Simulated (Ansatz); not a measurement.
Two-dimensional strain map in CsO

These are results of Ansatz 0.2.0, DFT LDA, scalar-relativistic, plane waves, PAW, not measurements. Settings: plane waves to 420 eV, k-mesh 8×8×8 (Γ-centred), Gaussian smearing 0.05 eV. No spin polarisation. Energies are free energies at this smearing, counted from the undisturbed cell; pressure is positive in compression.

The undisturbed cell (as given, not relaxed at this level; it stands at -3.8 GPa, and it needn't be the usual structure):

```
Cs O
1.0
    -2.16100    3.21500    3.75850
     2.16100   -3.21500    3.75850
     2.16100    3.21500   -3.75850
Cs O
2 2
Direct
  0.25000 0.25000 0.00000
  0.75000 0.75000 0.00000
  0.62000 0.00000 0.62000
  0.38000 0.00000 0.38000
```

The cell is strained by p along both x and y and by q along z, fractional coordinates fixed. Points are written (p, q).

Energy above the undisturbed cell in meV/atom (a dash: not computed):

```
 p \ q  -0.050  -0.025  0.000  0.025  0.050
-0.050   -29.0   -35.1  -33.2  -24.4   -9.4
-0.025   -31.1   -32.0      ?      ?      ?
 0.000   -13.1       ?    0.0   15.5   35.8
 0.025    21.3    27.6   40.1   57.8   79.8
 0.050    68.8    77.5   91.9  111.1  134.2
```

**Question.** Fill in the withheld energies.

**Answer.** (-0.025, 0.000): -25.7; (-0.025, 0.025): -13.1; (-0.025, 0.050): 4.9; (0.000, -0.025): -9.9.